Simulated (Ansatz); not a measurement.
A plane-wave DFT run in Ansatz 0.2.0 (scalar-relativistic PAW potentials unless the input names others): input and command.

```yaml
crystal:
  lattice:
    - [4.1535993155, 0.0, 0.0]
    - [0.0, 4.1535993155, 0.0]
    - [0.0, 0.0, 4.3566453483]
  atoms:
    - { symbol: Ba, position: [0.5, 0.5, 0.5] }
    - { symbol: Pb, position: [0.0, 0.0, 0.0] }
    - { symbol: O, position: [0.0, 0.5, 0.0] }
    - { symbol: O, position: [0.0, 0.0, 0.5] }
    - { symbol: O, position: [0.5, 0.0, 0.0] }
basis:
  ecutwfc: 420
kpoints:
  mp_grid: { grid: [8, 8, 8] }
hamiltonian:
  xc: pbesol
scf:
  occupations: { method: gaussian, width: 0.1 }
  eigensolver: { kind: davidson }
output:
  forces: true
  eigenvalues: true
  stress: true
```

```bash
ansatz run input.yaml --threads 1 --pin off --max-ram 2560MiB --backend cpu --events-out ev --progress --plain --runs-dir out
```

Abridged log:
```
Basis set: ecut = 420 eV, 1423 PW (Γ), exchange–correlation on 60×60×60 points (8 copies of the dense FFT grid, shifted against one another)
Bands: 26, of which v1, the nominal top of the filled ones, is band 21 counted from 1 (20 counted from 0)
Symmetry: 16 space group operations
k-points: 75 of 512
SCF iter   1: F=—  HF=-19301.048128 eV  |F-HF|=—  |Δ(HF+E_count)|=         —  Δρ=1.61e-2  dr2=1.67e-1  ethr=1.77e-3  ⟨swp⟩=15.2  Hψ=10875  notcnv=4
SCF iter   2: F=—  HF=-19301.009060 eV  |F-HF|=—  |Δ(HF+E_count)|=   3.91e-2  Δρ=4.24e-3  dr2=1.41e-2  ethr=3.82e-5  ⟨swp⟩=4.9  Hψ=9190  notcnv=0  defer=30
SCF iter   3: F=—  HF=-19301.006522 eV  |F-HF|=—  |Δ(HF+E_count)|=   2.54e-3  Δρ=1.28e-3  dr2=5.19e-4  ethr=3.37e-5  ⟨swp⟩=4.3  Hψ=4432  notcnv=0  defer=10
automatic band count: iteration 3 solves 25 bands in place of 26: the levels show a gap, and the empty bands left out lie too high to hold charge; the band table lists the bands solved (type scf.n_extra_bands for more)
SCF iter   4: F=—  HF=-19301.006678 eV  |F-HF|=—  |Δ(HF+E_count)|=   1.56e-4  Δρ=3.41e-4  dr2=5.29e-5  ethr=1.24e-6  ⟨swp⟩=5.0  Hψ=5006  notcnv=0  defer=4
SCF iter   5: F=—  HF=-19301.006511 eV  |F-HF|=—  |Δ(HF+E_count)|=   1.68e-4  Δρ=6.12e-5  dr2=2.23e-6  ethr=1.26e-7  ⟨swp⟩=4.3  Hψ=4518  notcnv=0  defer=4
SCF iter   6: F=—  HF=-19301.006512 eV  |F-HF|=—  |Δ(HF+E_count)|=   1.21e-6  Δρ=3.33e-5  dr2=5.52e-7  ethr=5.30e-9  ⟨swp⟩=4.9  Hψ=5520  notcnv=0  defer=2
SCF iter   7: F=-19301.006512 eV  HF=-19301.006512 eV  |F-HF|=3.37e-9  |Δ(HF+E_count)|=   6.92e-8  Δρ=3.46e-6  dr2=9.62e-9  ethr=1.32e-9  ⟨swp⟩=4.0  Hψ=4249  notcnv=0  defer=2
the search or the solves at the SCF's close seem to have found levels that the self-consistency loop had missed (the run counts 1). By its estimate they hold under 1e-12 electrons; where the run keeps them, the occupations were computed again with them
SCF 1 converged in 7 iterations: F = -19301.006512 eV  dr2 = 9.62e-9
  Residual-converged pass: ⟨swp⟩=4.3  Hψ=5866  notcnv=0  max |occ|·‖R‖ = 6.6e-6 eV (tolerance 6.7e-6 eV) dr2=1.50e-8  dr2_onsite=5.14e-10  max |Δocc| = 2.3e-9
SCF converged after 7 iterations
Free energy (F): -19301.006512 eV
Harris-Foulkes:  -19301.006512 eV  (|F-HF|=3.37e-9)
Internal energy: -19301.005081 eV  (E = F + TS)
E sigma→0 (E₀):  -19301.005796 eV
Entropy (-TS):   -0.001431 eV (-0.286 meV/atom)
Fermi energy:    9.871652 eV
--- Forces (eV/Å), atoms counted from 1 ---
  atom   1  Ba     0.00000000     0.00000000     0.00000000
  atom   2  Pb     0.00000000     0.00000000     0.00000000
  atom   3  O      0.00000000     0.00000000     0.00000000
  atom   4  O      0.00000000     0.00000000     0.00000000
  atom   5  O      0.00000000     0.00000000     0.00000000
--- Stress (GPa, compression-positive) ---
        9.161545       0.000000       0.000000
        0.000000       9.161545       0.000000
        0.000000       0.000000      -0.010180
  P = ⅓ Tr σ = 6.1043 GPa (61.043 kbar)
```

Apart from outputs, empty bands and the relaxation, which only the reference makes, the input differs from a reference run on usual settings in scf.eigensolver.kind: not typed → "davidson". The reference, at the same geometry, ended its own course with pressure 6.10 GPa, largest force 0.000 eV/Å, no gap on the mesh. This run converged in 7 SCF iterations with an energy at zero smearing within 0.01 meV/atom of the reference's, pressure 6.10 GPa, largest force 0.000 eV/Å, no gap on the mesh.

It took 11 s on 1 thread of Arm Neoverse V2 (shared host), peak memory 0.39 GiB.